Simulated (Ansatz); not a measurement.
Sn started on a K site and Sn started on a K site, 6.90 Å apart on the ideal sites in cubic perovskite KTaO3, 40 atoms, charge 0

The calculation used DFT, PBEsol, PAW, plane waves (Ansatz 0.2.0).

Command:

```sh
ansatz run in.yaml --threads 8 --pin off --max-ram 13300MiB --runs-dir r --events-out ev --progress --plain
```

The input less its lattice and atoms:

```yaml
crystal:
  symmetry: { detect: false }
kpoints:
  mp_grid: { grid: [1, 1, 1], shift: [0.25, 0.25, 0.25] }
hamiltonian:
  xc: pbesol
scf:
  occupations: { method: fermi_dirac, width: 0.01 }
relax:
  f_tol: 0.03
  max_steps: 80
  escape_saddle: false
  adjacent_minimum: "off"
output:
  forces: true
  eigenvalues: true
  populations: true
```

Start:

```
Sn K Ta O
1.0
     7.97088    0.00000    0.00000
     0.00000    7.97088    0.00000
     0.00000    0.00000    7.97088
Sn K Ta O
2 6 8 24
Direct
  0.99621 0.99767 0.99987
  0.50206 0.50143 0.49370
  0.00072 0.00169 0.49642
  0.00459 0.49763 0.00159
  0.99834 0.49922 0.49404
  0.49814 0.00247 0.99755
  0.50296 0.99687 0.50345
  0.50448 0.49830 0.99821
  0.24793 0.25091 0.25026
  0.25234 0.24596 0.74763
  0.25518 0.75235 0.25173
  0.25156 0.75310 0.75165
  0.74842 0.24956 0.25278
  0.75062 0.24955 0.75500
  0.75237 0.74863 0.24754
  0.74902 0.74870 0.74685
  0.25016 0.25134 0.99974
  0.25369 0.24957 0.50055
  0.25315 0.74713 0.00154
  0.25124 0.74798 0.49575
  0.75062 0.25174 0.00084
  0.74699 0.24814 0.49799
  0.74798 0.75035 0.99991
  0.75504 0.74945 0.50206
  0.99836 0.25168 0.24730
  0.99925 0.25328 0.75260
  0.99641 0.75115 0.25283
  0.99972 0.74741 0.74750
  0.50331 0.25154 0.25024
  0.50065 0.25164 0.75174
  0.49856 0.75048 0.25362
  0.49722 0.74805 0.75078
  0.25118 0.99735 0.24606
  0.24990 0.00179 0.74748
  0.25610 0.49997 0.25289
  0.25549 0.50345 0.74990
  0.74838 0.99822 0.25070
  0.74873 0.99890 0.74664
  0.74882 0.50160 0.24874
  0.75334 0.50170 0.75325
```

Steps:

| step | energy less the first (eV) | largest force component (eV/Å) |
| --- | --- | --- |
| start | 0.000 | 1.522 |
| 1 | -0.157 | 0.760 |
| 2 | -0.389 | 0.302 |
| 3 | -0.453 | 0.420 |
| 4 | -0.490 | 0.320 |
| 5 | -0.609 | 0.157 |
| 6 | -0.633 | 0.073 |
| 7 | -0.637 | 0.023 |

A structure on the way, about -0.49 eV from the start:

```xyz
40
Lattice="7.9709 0.0000 0.0000 0.0000 7.9709 0.0000 0.0000 0.0000 7.9709" Properties=species:S:1:pos:R:3 pbc="T T T"
Sn    7.8422    7.6649    0.0162
Sn    3.8276    3.6751    3.9476
K     0.0291    0.0152    3.9851
K     0.0073    3.9649    0.0158
K     7.9523    3.9779    3.9629
K     3.9901    0.0027    7.9552
K     3.9908    7.9294    4.0001
K     4.0160    3.9859    7.9651
Ta    1.9846    1.9605    1.9597
Ta    1.9748    1.9814    6.0286
Ta    2.0051    5.9726    1.9920
Ta    2.0181    5.9825    5.9565
Ta    6.0206    1.9932    1.9666
Ta    6.0058    2.0068    5.9666
Ta    5.9452    5.9530    2.0452
Ta    5.9643    5.9685    5.9627
O     2.0374    2.0641    0.0059
O     2.0570    2.0311    3.9892
O     1.9790    5.9850    7.9648
O     2.0199    6.0296    3.9814
O     5.9966    2.0175    7.9638
O     5.9867    2.0077    3.9796
O     6.0510    6.0207    0.0086
O     6.0139    6.0293    3.9895
O     0.0207    2.0236    1.9934
O     0.0101    2.0312    5.9894
O     0.0074    6.0146    1.9567
O     0.0151    6.0055    6.0072
O     3.9980    2.0216    2.0486
O     3.9902    2.0388    5.9219
O     3.9919    6.0131    1.9796
O     4.0050    6.0191    6.0052
O     1.9677    0.0202    1.9475
O     1.9635    0.0176    6.0172
O     2.0283    4.0017    2.0491
O     2.0298    3.9990    5.9097
O     6.0248    0.0087    1.9339
O     6.0021    0.0215    6.0055
O     5.9674    3.9950    1.9917
O     5.9715    4.0087    5.9639
```

End:

```
Sn K Ta O
1.0
     7.97088    0.00000    0.00000
     0.00000    7.97088    0.00000
     0.00000    0.00000    7.97088
Sn K Ta O
2 6 8 24
Direct
  0.00112 0.94582 0.00140
  0.50103 0.44571 0.50118
  0.00123 0.99842 0.50033
  0.00098 0.49485 0.99986
  0.00125 0.49850 0.50038
  0.50130 0.99851 0.00035
  0.50078 0.99477 0.49987
  0.50125 0.49845 0.00037
  0.24688 0.24678 0.24594
  0.24754 0.24460 0.75353
  0.25543 0.74631 0.25425
  0.25436 0.74479 0.74672
  0.75426 0.24477 0.24670
  0.75535 0.24637 0.75428
  0.74760 0.74451 0.25356
  0.74702 0.74680 0.74605
  0.25467 0.25187 0.00000
  0.25944 0.26392 0.50003
  0.24231 0.76501 0.99903
  0.24875 0.75129 0.49915
  0.74846 0.25154 0.99915
  0.74231 0.26495 0.49902
  0.75950 0.76412 0.00012
  0.75503 0.75198 0.50004
  0.00104 0.25181 0.25417
  0.00024 0.25175 0.74757
  0.00019 0.76481 0.24128
  0.00123 0.76402 0.75824
  0.50110 0.26398 0.25835
  0.50009 0.26526 0.74134
  0.50030 0.75156 0.24750
  0.50113 0.75209 0.75427
  0.25327 0.00365 0.25208
  0.25334 0.00323 0.74442
  0.24534 0.50382 0.24388
  0.24612 0.50322 0.75204
  0.74584 0.00314 0.25185
  0.74513 0.00398 0.74399
  0.75350 0.50314 0.24446
  0.75353 0.50384 0.75220
```

The run converged.

Time: 25 s of wall time on 8 threads of a Platinum 8488C processor, on a host shared with other runs; peak host memory 1 GiB.

**Question.** How much energy did the relaxation gain, and which atom moved most?

**Answer.** 0.64 eV in 7 steps, from a start with small random displacements (the gain also holds any tilting of the ideal host); atom 2 (Sn) moved 0.45 Å, the median atom 0.05 Å (drift of the whole cell removed).

The run had no spin, and a state with a moment may lie lower. The one k point has no symmetry partners, which can distort the end along one axis.
